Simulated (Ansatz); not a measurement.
Relaxed-ion elastic tensor of CsSnBr3 (cubic perovskite, space group No. 221) in GPa (Voigt order), LDA in the plane-wave PAW code Ansatz; density 4.51 g/cm³, 36.15 Å³ per atom.

```json
[
 {"": "1", "1": "63.2", "2": "8.2", "3": "8.2", "4": "0.0", "5": "0.0", "6": "0.0"},
 {"": "2", "1": "8.2", "2": "63.2", "3": "8.2", "4": "0.0", "5": "0.0", "6": "0.0"},
 {"": "3", "1": "8.2", "2": "8.2", "3": "63.2", "4": "0.0", "5": "0.0", "6": "0.0"},
 {"": "4", "1": "0.0", "2": "0.0", "3": "0.0", "4": "4.7", "5": "0.0", "6": "0.0"},
 {"": "5", "1": "0.0", "2": "0.0", "3": "0.0", "4": "0.0", "5": "4.7", "6": "0.0"},
 {"": "6", "1": "0.0", "2": "0.0", "3": "0.0", "4": "0.0", "5": "0.0", "6": "4.7"}
]
```

Is the crystal mechanically stable?

Yes: the smallest eigenvalue of C is 4.7 GPa.

Work out the Voigt, Reuss and Hill averages.

K_V = 26.5, K_R = 26.5, K_H = 26.5; G_V = 13.8, G_R = 7.0, G_H = 10.4 GPa.

Give Young's modulus, Poisson's ratio, Pugh's ratio and the universal anisotropy index.

E = 9KG/(3K + G) = 27.7 GPa; ν = 0.33; K/G = 2.54 (ductile by the Pugh limit of 1.75); A_U = 5G_V/G_R + K_V/K_R − 6 = 4.83.

Estimate the sound speeds and the Debye temperature.

v_l = √((K + 4G/3)/ρ) = 2990 m/s, v_t = √(G/ρ) = 1520 m/s, mean 1700 m/s; Θ = (h/k)(3n/4πV)^(1/3) v_m = 153 K.

Give the Zener ratio and Young's modulus along [100], [110] and [111].

A = 2C44/(C11 − C12) = 0.17; 1/E = S11 − 2(S11 − S12 − S44/2)Γ with Γ = 0, 1/4, 1/3 gives 61.3, 16.5, 13.3 GPa.

Solve the Christoffel equation for the three sound speeds along [100], [110], [111].

Eigenvalues of C_ijkl n_j n_l equal ρv². In km/s, slowest first: [100] 1.02, 1.02, 3.74; [110] 1.02, 2.47, 2.99; [111] 2.10, 2.10, 2.69.

Space group Pm-3m (cubic perovskite). The cell was relaxed with LDA under the symmetry of its start; of distortions, only those at the zone centre were tested. As this level gives no gap, shear constants depend on the k-mesh and smearing (Fermi–Dirac, 0.1 eV here). Scalar-relativistic: spin–orbit coupling is off unless named, which matters more the heavier the elements.

Potentials: the later of the program's two PAW sets.
